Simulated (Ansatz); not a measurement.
Total density of states per atom from the program Ansatz at the r²SCAN level (PAW), in 0.25 eV bins, energy from the Fermi level:

```json
[
 {"E (eV)": "-7.85", "states/eV/atom": "0.00"},
 {"E (eV)": "-7.60", "states/eV/atom": "0.00"},
 {"E (eV)": "-7.35", "states/eV/atom": "0.00"},
 {"E (eV)": "-7.10", "states/eV/atom": "0.00"},
 {"E (eV)": "-6.85", "states/eV/atom": "0.00"},
 {"E (eV)": "-6.60", "states/eV/atom": "0.00"},
 {"E (eV)": "-6.35", "states/eV/atom": "0.00"},
 {"E (eV)": "-6.10", "states/eV/atom": "0.00"},
 {"E (eV)": "-5.85", "states/eV/atom": "0.62"},
 {"E (eV)": "-5.60", "states/eV/atom": "1.39"},
 {"E (eV)": "-5.35", "states/eV/atom": "0.58"},
 {"E (eV)": "-5.10", "states/eV/atom": "0.36"},
 {"E (eV)": "-4.85", "states/eV/atom": "0.25"},
 {"E (eV)": "-4.60", "states/eV/atom": "0.19"},
 {"E (eV)": "-4.35", "states/eV/atom": "0.15"},
 {"E (eV)": "-4.10", "states/eV/atom": "0.11"},
 {"E (eV)": "-3.85", "states/eV/atom": "0.09"},
 {"E (eV)": "-3.60", "states/eV/atom": "0.07"},
 {"E (eV)": "-3.35", "states/eV/atom": "0.06"},
 {"E (eV)": "-3.10", "states/eV/atom": "0.11"},
 {"E (eV)": "-2.85", "states/eV/atom": "0.86"},
 {"E (eV)": "-2.60", "states/eV/atom": "0.75"},
 {"E (eV)": "-2.35", "states/eV/atom": "0.80"},
 {"E (eV)": "-2.10", "states/eV/atom": "1.04"},
 {"E (eV)": "-1.85", "states/eV/atom": "0.98"},
 {"E (eV)": "-1.60", "states/eV/atom": "0.91"},
 {"E (eV)": "-1.35", "states/eV/atom": "0.87"},
 {"E (eV)": "-1.10", "states/eV/atom": "0.80"},
 {"E (eV)": "-0.85", "states/eV/atom": "0.49"},
 {"E (eV)": "-0.60", "states/eV/atom": "0.30"},
 {"E (eV)": "-0.35", "states/eV/atom": "0.17"},
 {"E (eV)": "-0.10", "states/eV/atom": "0.05"},
 {"E (eV)": "0.15", "states/eV/atom": "0.02"},
 {"E (eV)": "0.40", "states/eV/atom": "0.10"},
 {"E (eV)": "0.65", "states/eV/atom": "0.19"},
 {"E (eV)": "0.90", "states/eV/atom": "0.24"},
 {"E (eV)": "1.15", "states/eV/atom": "0.30"},
 {"E (eV)": "1.40", "states/eV/atom": "0.51"},
 {"E (eV)": "1.65", "states/eV/atom": "1.13"},
 {"E (eV)": "1.90", "states/eV/atom": "0.81"},
 {"E (eV)": "2.15", "states/eV/atom": "0.63"},
 {"E (eV)": "2.40", "states/eV/atom": "0.47"},
 {"E (eV)": "2.65", "states/eV/atom": "0.40"},
 {"E (eV)": "2.90", "states/eV/atom": "0.45"},
 {"E (eV)": "3.15", "states/eV/atom": "0.45"},
 {"E (eV)": "3.40", "states/eV/atom": "0.59"},
 {"E (eV)": "3.65", "states/eV/atom": "1.11"},
 {"E (eV)": "3.90", "states/eV/atom": "0.78"},
 {"E (eV)": "4.15", "states/eV/atom": "0.60"},
 {"E (eV)": "4.40", "states/eV/atom": "0.86"},
 {"E (eV)": "4.65", "states/eV/atom": "1.12"}
]
```

### Question
Which of these materials gives this?
(A) InP, zinc blende
(B) InBi, zinc blende
(C) BeS, zinc blende
(D) SrIn2, P6_3/mmc (Sr on 2b, In on 4f)

### Answer
B, InBi, zinc blende. Within 0.5 eV of the Fermi level: Bi 6p 63 %, In 5p 23 %, In 5s 9 %. Projections are on Löwdin-orthogonalised atomic valence shells; empty p or d shells of many metals are not among them.

Space group F-43m (zinc blende). The workflow started from a Materials Project entry (that database holds measured and hypothetical structures alike); the Crystallography Open Database copy checked does not list it. COD files the formula under space group No. 129, so this cell is another polymorph or a model. With In and Bi taken as one species the cell has the higher symmetry Fd-3m, so it may be an ordered model of a mixed-site phase. Whether it is the stable phase at ambient conditions was not checked. Symmetry was held in the r²SCAN relaxation; its stability against distortions is not shown here. Scalar-relativistic: spin–orbit coupling is off unless named, which matters more the heavier the elements.

Potentials: the later of the program's two PAW sets.
